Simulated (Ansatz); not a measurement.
Relaxed BP (zinc blende):

```xyz
4
Lattice="0.0000 4.5485 4.5485 2.2742 2.2742 4.5485 2.2742 2.2742 0.0000" Properties=species:S:1:pos:R:3 pbc="T T T"
P      3.4114     3.4114     3.4114
P      3.4114     5.6856     5.6856
B      0.0000     0.0000     0.0000
B      2.2742     4.5485     6.8227
```

A phonon eigenvector at X = (0.5, 0.5, 0.0) is frozen into this cell: atom i moves by Q times the vector below, so Q is the largest atomic displacement, in Å. The cell is held. It is one choice among 2 degenerate patterns. (q is in reciprocal vectors of the primitive cell; the cell shown is doubled to hold the pattern.)

```tsv
atom	x	y	z
P1	-0.279	0.000	0.000
P2	0.279	0.000	0.000
B3	0.000	1.000	0.000
B4	0.000	-1.000	0.000
```

Calculation: PBE (plane waves to 420 eV, PAW, scalar-relativistic; Ansatz, an electronic-structure program). k mesh 12×12×12 (Γ-centred), Fermi-Dirac smearing 0.05 eV. Energies are smeared free energies. BP was relaxed with its symmetry unable to fall. The zero of ΔE is the undisplaced structure.

```json
[
 {"Q (Å)": "-0.180", "ΔE (meV/cell)": "773"},
 {"Q (Å)": "-0.150", "ΔE (meV/cell)": "537"},
 {"Q (Å)": "-0.120", "ΔE (meV/cell)": "344"},
 {"Q (Å)": "-0.090", "ΔE (meV/cell)": "193"},
 {"Q (Å)": "-0.060", "ΔE (meV/cell)": "withheld"},
 {"Q (Å)": "-0.030", "ΔE (meV/cell)": "21"},
 {"Q (Å)": "0.000", "ΔE (meV/cell)": "0"},
 {"Q (Å)": "0.030", "ΔE (meV/cell)": "21"},
 {"Q (Å)": "0.060", "ΔE (meV/cell)": "withheld"},
 {"Q (Å)": "0.090", "ΔE (meV/cell)": "193"},
 {"Q (Å)": "0.120", "ΔE (meV/cell)": "344"},
 {"Q (Å)": "0.150", "ΔE (meV/cell)": "537"},
 {"Q (Å)": "0.180", "ΔE (meV/cell)": "773"}
]
```

Question: Fit an even polynomial form (powers 2, 4) to the given rows and predict ΔE at Q = 0.060.

Answer: Least squares on the 11 given rows: ΔE = (23880)·Q² + (-499.4)·Q⁴, in meV/cell with Q in Å; root-mean-square residual 0.3 meV/cell. At 0.060 the fit gives 86 meV/cell; the calculation gives 86 meV/cell, the same to the digits shown. The quadratic term alone would give 86 meV/cell.

(A displaced cell: forces are minus the slopes of the energy, force constants its curvatures, and phonons follow from these.)
